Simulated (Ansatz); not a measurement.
The relaxed structure here is a generated cell of ZnInGaO4: the first start was made by a random draw of sites in a space group, and the end was not matched to a known phase here, so it may be hypothetical. Known forms of ZnInGaO4 include space group No. 160.

A structure of ZnInGaO₄ relaxed with PBEsol (plane waves to 420 eV, PAW, scalar-relativistic; Ansatz, a first-principles code); single points at other levels follow on the same geometry (Ansatz, PAW; HSE06 at 420 eV on a 6×6×4 k-mesh; no spin-orbit coupling). Space group P-42m (No. 111).

```xyz
7
Lattice="4.2565 0.0000 0.0000 0.0000 4.2565 0.0000 0.0000 0.0000 5.2731" Properties=species:S:1:pos:R:3 pbc="T T T"
Ga     2.1283     2.1283     0.0000
In     0.0000     0.0000     0.0000
O      3.1322     3.1322     4.0087
O      1.1243     1.1243     4.0087
O      3.1322     1.1243     1.2643
O      1.1243     3.1322     1.2643
Zn     0.0000     0.0000     2.6365
```

```json
[
 {"level": "PBEsol", "gap (eV)": "0.24", "kind": "indirect", "conduction minimum": "Γ"},
 {"level": "HSE06", "gap (eV)": "___", "kind": "–", "conduction minimum": "___"}
]
```

Fill in the missing entries.


- HSE06, gap (eV): 1.99
- HSE06, conduction minimum: Γ

HSE06 gaps come from a coarse mesh plus a few chosen points, so they may be too large. No spin polarisation in the result.

The run could not lose the symmetry of its start: the end is stationary, and may be a saddle point rather than a minimum.
